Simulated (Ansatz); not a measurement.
## BePd: stationary points along a deformation path

The calculation used DFT r2SCAN, scalar-relativistic, plane waves, PAW (Ansatz 0.2.0). The runs took a 500 eV cutoff, a Γ-centred 18×18×18 mesh and Gaussian smearing (0.15 eV). No spin polarisation. Energies are free energies at this smearing, counted from the undisturbed cell; pressure is positive in compression.

The starting cell (as given, not relaxed at this level; it stands at -0.1 GPa, and it needn't be the usual structure):

```
CELL_PARAMETERS angstrom
2.81300 0.00000 0.00000
0.00000 2.81300 0.00000
0.00000 0.00000 2.81300
ATOMIC_POSITIONS crystal
Be 0.00000 0.00000 0.00000
Pd 0.50000 0.50000 0.50000
```

At fixed volume and fractional coordinates, lengths along (0.577, 0.577, 0.577) are scaled against those across it; ρ is that ratio over its starting value. V = 11.130 Å³/atom. Δσ is the stress along the axis less the mean stress across it (compression positive).

```csv
ρ,ΔE (meV/atom),Δσ (GPa),space group
0.500,4189.3,370.56,R-3m
0.600,1857.3,198.14,R-3m
0.710,709.1,103.66,R-3m
0.850,131.6,38.65,R-3m
0.930,23.0,14.47,R-3m
1.000,0.0,0.00,Pm-3m
1.080,20.6,-10.88,R-3m
1.200,97.6,-19.43,R-3m
1.410,255.6,-20.45,R-3m
1.700,394.0,-10.59,R-3m
2.000,438.4,0.00,Fm-3m
```

Problem. How does the stress give the slope of the energy, and where is the energy stationary?

Solution. Along the path d ln(length) is 2/3 d ln ρ on the axis and −1/3 d ln ρ across it, so dE/d ln ρ = −(2/3) V Δσ: the energy falls with ρ where Δσ is positive. Δσ vanishes or changes sign at ρ = 1.000 (Pm-3m), a minimum at 0.0 meV/atom; at ρ = 2.000 (Fm-3m, an end of the scan), at 438.4 meV/atom. Pairs of stationary points between two samples would go unseen, and could change a minimum read from distant neighbours into a maximum. At ρ = 1.000, 2.000 the cell is cubic, where symmetry alone makes the stress isotropic and the slope zero.

Problem. Which shear constant sets the curvature at ρ = 1?

Solution. For a cubic crystal E/V = (2/3) C (ln ρ)² with C = C44, so Δσ = −2C ln ρ. The parabola of Δσ against ln ρ through ρ = 0.930, 1 and 1.080 gives C ≈ 86 GPa with the ions clamped, rough because the steps are large.

In a metal these slopes depend on the k mesh and the smearing.